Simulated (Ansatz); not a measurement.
Two Ansatz runs on SrCl₂

The cell was built from the fluorite type and relaxed in the same program, and has space group Fm-3m; it needn't be a known or the stable phase.

First run: DFT, PBE, PAW with Ansatz's default frozen-core files, scalar-relativistic (Ansatz 0.2.0).

Command: `ansatz run input.yaml --threads 1 --pin off --max-ram 3072MiB --backend cpu --events-out ev --progress --plain --runs-dir out` The run took 16 s on 1 thread of Intel(R) Xeon(R) 6975P-C (Granite Rapids), on a shared host.

```yaml
crystal:
  lattice:
    - [0.0, 3.5202332848, 3.5202332848]
    - [3.5202332848, 0.0, 3.5202332848]
    - [3.5202332848, 3.5202332848, 0.0]
  atoms:
    - { symbol: Sr, position: [0.0, 0.0, 0.0] }
    - { symbol: Cl, position: [0.25, 0.25, 0.25] }
    - { symbol: Cl, position: [0.75, 0.75, 0.75] }
kpoints:
  mp_grid: { grid: [10, 10, 10] }
  band_path:
    path:
      - [0.0, 0.0, 0.0]
      - [0.5, 0.0, 0.5]
      - [0.625, 0.25, 0.625]
      - [0.375, 0.375, 0.75]
      - [0.0, 0.0, 0.0]
      - [0.5, 0.5, 0.5]
      - [0.5, 0.25, 0.75]
      - [0.5, 0.0, 0.5]
    npoints: 14
scf:
  occupations: { method: fermi_dirac, width: 0.08 }
hamiltonian:
  xc: pbe
  pseudopotentials: { kind: paw }
output:
  forces: true
  stress: true
  eigenvalues: true
  efg: { contact_densities: true }
  populations: true
  bader: true
  dos: { projected: true, de: 0.2, e_range: [-14, 8] }
  write_density: true
  write_potential: true
  elf: true
  volumetric_format: npy
```

Result: converged; pressure 0.01 GPa; gap on the k mesh 5.24 eV; 6 SCF iterations.

The input is then changed:

```diff
@@ -9,5 +9,5 @@
     - { symbol: Cl, position: [0.75, 0.75, 0.75] }
 kpoints:
-  mp_grid: { grid: [10, 10, 10] }
+  mp_grid: { grid: [5, 5, 5], shift: [0.5, 0.5, 0.5] }
   band_path:
     path:
@@ -23,4 +23,5 @@
 scf:
   occupations: { method: fermi_dirac, width: 0.08 }
+  algorithm: density_mixing
 hamiltonian:
   xc: pbe
@@ -32,9 +33,3 @@
   efg: { contact_densities: true }
   populations: true
-  bader: true
-  dos: { projected: true, de: 0.2, e_range: [-14, 8] }
-  write_density: true
-  write_potential: true
-  elf: true
-  volumetric_format: npy
```

What does the second run give?

It converged; energy at zero smearing 0.0 meV/atom from the first run; pressure 0.01 GPa; gap on the k mesh 5.54 eV (the mesh can miss the band edges); 6 SCF iterations. Some of these settings are too coarse for converged properties.

The results part of its log:

```
SCF 1 converged in 6 iterations: F = -5710.731992 eV  dr2 = 4.52e-8
  greatest PAW one-centre occupation: 0.986 electrons in one spin orbital (limit 2), on the Sr atom at site 0 (counted from 0), in its partial waves of l = 0
NSCF: frozen V_eff on 99 k-points
SCF converged after 6 iterations
Free energy (F): -5710.731992 eV
Harris-Foulkes:  -5710.731992 eV  (|F-HF|=2.09e-8)
Internal energy: -5710.731992 eV  (E = F + TS)
E sigma→0 (E₀):  -5710.731992 eV
Fermi energy:    5.613844 eV
--- Per-component energies (eV) ---
  E_band       = -152.936620
  E_kinetic    = 567.706077
  E_local      = -1198.521629  (includes V_loc(G=0)·N_el)
  E_nonlocal   = 258.720572
  E_hartree    = 330.615721
  E_xc         = -388.733151
  E_vxc        = -407.551997  (∫ρ·V_xc dr)
  E_paw        = -4013.334118  (= ΣΔE_a)
  E_vpaw       = -34.525654  (= ΣTr[D̂ρ^β])
  E_aug_tail   = 0.000179  (compensation charges beyond the density's cutoff)
  E_ewald      = -1267.185644
  E_smearing   = -0.000000  (= −TS)
  E_closure    = 0.000000  (closes the sum)
  Σ components = -5710.731992   (vs F -5710.731992, Δ=0.00e0)
--- Forces (eV/Å), atoms counted from 1 ---
  atom   1  Sr    -0.00000000     0.00000000     0.00000000
  atom   2  Cl    -0.00000035    -0.00000035    -0.00000035
  atom   3  Cl     0.00000035     0.00000035     0.00000035
  max |Σ_I F_I| component: 2.31e-18 eV/Å
--- Stress (GPa, compression-positive) ---
        0.010372      -0.000005      -0.000005
       -0.000005       0.010372      -0.000005
       -0.000005      -0.000005       0.010372
  P = ⅓ Tr σ = 0.0104 GPa (0.104 kbar)
--- PAW observables at the nuclei: V_zz in 10²¹ V/m², potentials from the cell's mean, atoms counted from 1 ---
  atom   1  Sr V_zz =    -0.000132   η = 0.0000   by run symmetry: allowed
            electrostatic potential = -5504.869212 V   contact ρ = 401062.242639 e/Å³
  atom   2  Cl V_zz =    +0.000164   η = 0.0000   by run symmetry: allowed
            electrostatic potential = -1774.680279 V   contact ρ = 24093.612954 e/Å³
  atom   3  Cl V_zz =    +0.000164   η = 0.0000   by run symmetry: allowed
            electrostatic potential = -1774.680279 V   contact ρ = 24093.612954 e/Å³
--- Band table (eV; the first three rows and the last of 19) ---
  k-point 0: bands = ["-30.0707", "-12.0841", "-12.0558", "-12.0558", "-10.3201", "-9.5997", "0.8541", "0.8541", "0.8847", "2.4013", "2.4668", "2.4668", "8.3075", "9.0300", "9.0300", "11.1812"]
  k-point 1: bands = ["-30.0696", "-12.1857", "-12.0734", "-12.0595", "-10.1127", "-9.6803", "0.8783", "1.1013", "1.2540", "1.8336", "2.1039", "2.4845", "9.1719", "9.2530", "9.3381", "10.6480"]
  k-point 2: bands = ["-30.0683", "-12.2831", "-12.0886", "-12.0668", "-9.9699", "-9.6889", "1.0440", "1.3230", "1.4010", "1.7170", "1.7886", "2.1687", "9.3740", "9.5887", "10.0876", "10.8317"]
  k-point 18: bands = ["-30.0683", "-12.2996", "-12.0668", "-12.0668", "-9.9977", "-9.6679", "1.3603", "1.3603", "1.4016", "1.5783", "1.8362", "1.8362", "9.5426", "9.5426", "10.2724", "10.6503"]
--- Löwdin populations: 3 sites ---
  site symbol       q [e]
     0     Sr      8.3490
     1     Cl      7.7316
     2     Cl      7.7316
  spilling = 0.007830 (of n_electrons = 24.000000)
```
